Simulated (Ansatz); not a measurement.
WS$_{2}$:
```
WS2
1.0
    3.18766     0.00000     0.00000
   -1.59383     2.76059     0.00000
    0.00000     0.00000    14.84956
W S
2 4
Direct
  0.33333   0.66667   0.25000
  0.66667   0.33333   0.75000
  0.33333   0.66667   0.64420
  0.66667   0.33333   0.14420
  0.66667   0.33333   0.35580
  0.33333   0.66667   0.85580
```

Relaxed with PBE. Special points in fractions of this cell's reciprocal vectors: Γ (0.000, 0.000, 0.000); M (0.500, 0.000, 0.000); K (0.333, 0.333, 0.000); A (0.000, 0.000, 0.500); L (0.500, 0.000, 0.500); H (0.333, 0.333, 0.500).

Question: List the band energies nearest the valence-band maximum at these points for PBE (plane waves, PAW; program Ansatz).

Answer: In eV from the valence-band maximum; about four levels below and three above (degenerate sets whole), none deeper than 8.9 eV; points with the same levels are listed once.

```json
[
 {"k": "Γ", "below": "-1.80 -1.80 -1.80 -1.80 -0.42 0.00", "above": "2.69 2.69 2.69 2.69"},
 {"k": "M", "below": "-1.46 -1.45 -1.11 -1.09", "above": "2.65 2.65 3.07"},
 {"k": "K", "below": "-2.54 -2.54 -0.20 -0.17", "above": "1.63 1.63 3.04"},
 {"k": "A", "below": "-1.80 -1.80 -1.80 -1.80 -0.18 -0.18", "above": "2.69 2.69 2.69 2.69"},
 {"k": "L", "below": "-1.45 -1.45 -1.10 -1.10", "above": "2.65 2.65 3.10 3.10"},
 {"k": "H", "below": "-2.54 -2.54 -0.18 -0.18", "above": "1.63 1.63 3.15 3.15"}
]
```

Space group P6_3/mmc. The PBE relaxation kept the symmetry of its start. No spin polarisation was allowed. The volume lies over 15 % above that of the usual cell of this phase: another minimum, or an error of the functional. A crystal of weakly bound layers computed without a dispersion correction: the cell and the soft elastic constants depend strongly on that. Scalar-relativistic: spin–orbit coupling is off unless named, which matters more the heavier the elements.

Potentials: the later of the program's two PAW sets.
